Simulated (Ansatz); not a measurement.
Ti2GeB2:
```yaml
crystal:
  lattice:
    - [3.02987, 0.00000, 0.00000]
    - [-1.51493, 2.62394, 0.00000]
    - [0.00000, 0.00000, 7.30575]
  atoms:
    - { symbol: Ti, position: [0.33333, 0.66667, 0.71360] }
    - { symbol: Ti, position: [0.33333, 0.66667, 0.28640] }
    - { symbol: Ge, position: [0.00000, 0.00000, 0.00000] }
    - { symbol: B, position: [0.00000, 0.00000, 0.50000] }
    - { symbol: B, position: [0.66667, 0.33333, 0.50000] }
```

Relaxed with r²SCAN. Special points in fractions of this cell's reciprocal vectors: Γ (0.000, 0.000, 0.000); M (0.500, 0.000, 0.000); K (0.333, 0.333, 0.000); A (0.000, 0.000, 0.500); L (0.500, 0.000, 0.500); H (0.333, 0.333, 0.500).

**Question.** List the band energies nearest the Fermi level at these points for r²SCAN (plane waves, PAW; program Ansatz).

**Answer.** In eV from the Fermi level; about four levels below and three above (degenerate sets whole), none deeper than 8.9 eV; points with the same levels are listed once.

| k | below | above |
|---|---|---|
| Γ | -2.64 -2.15 -2.15 -2.11 | 0.50 0.50 0.74 0.74 |
| M | -3.55 -3.25 -1.84 -1.81 | 1.59 1.84 1.87 |
| K | -3.00 -2.69 -1.83 -0.13 | 1.35 1.51 2.10 |
| A | -4.69 -2.13 -2.13 -0.93 | 0.59 0.59 0.63 0.63 |
| L | -3.23 -2.66 -2.57 -1.47 | 0.79 1.62 2.89 |
| H | -2.67 -2.64 -2.38 -0.52 | 1.92 2.24 2.51 |

Space group P-6m2. The start of the workflow was typed in or built on a structure type; neither database checked (COD, Materials Project) lists it. Whether it is the stable phase at ambient conditions was not checked. The r²SCAN relaxation kept the symmetry of its start; its stability against distortions is not shown here. The run is not spin-polarised. Scalar-relativistic: spin–orbit coupling is off unless named, which matters more the heavier the elements.

Potentials: the earlier of the program's two PAW sets. The files were generated under PBE; for other functionals the program regenerates the frozen cores, and for LDA and PBEsol the local potential too.
